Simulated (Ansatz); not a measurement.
P2Ru:
```yaml
crystal:
  lattice:
    - [5.10260, 0.00000, 0.00000]
    - [0.00000, 5.86861, 0.00000]
    - [0.00000, 0.00000, 2.86202]
  atoms:
    - { symbol: P, position: [0.33752, 0.87183, 0.50000] }
    - { symbol: P, position: [0.66248, 0.12817, 0.50000] }
    - { symbol: P, position: [0.83752, 0.62817, 0.00000] }
    - { symbol: P, position: [0.16248, 0.37183, 0.00000] }
    - { symbol: Ru, position: [0.50000, 0.50000, 0.50000] }
    - { symbol: Ru, position: [0.00000, 0.00000, 0.00000] }
```

DFT-PBEsol in the program Ansatz with PAW potentials gives a gap of 0.46 eV without spin–orbit coupling, maximum at T, minimum on the Γ–Z line, 45 % of the way from Γ.

Question: What happens when spin–orbit coupling is switched on?

Answer: The gap stays essentially unchanged, to 0.46 eV; maximum at T, minimum on the Γ–Z line, 45 % of the way from Γ.

Question: Give the electron effective mass with spin–orbit coupling.

Answer: 0.38, 0.78, 1.8 mₑ (principal values).

Question: Give the hole effective mass with spin–orbit coupling.

Answer: 0.16, 0.30, 0.46 mₑ (principal values).

Space group Pnnm. The first step of the workflow began from a Materials Project structure, measured or hypothetical; the Crystallography Open Database files this formula in space group No. 58, but the cells were not matched. Whether it is the stable phase at ambient conditions was not checked. The cell was relaxed with PBEsol under the symmetry of its start; whether a distortion lowers the energy is not shown. The run is not spin-polarised.

Potentials: the later of the program's two PAW sets.
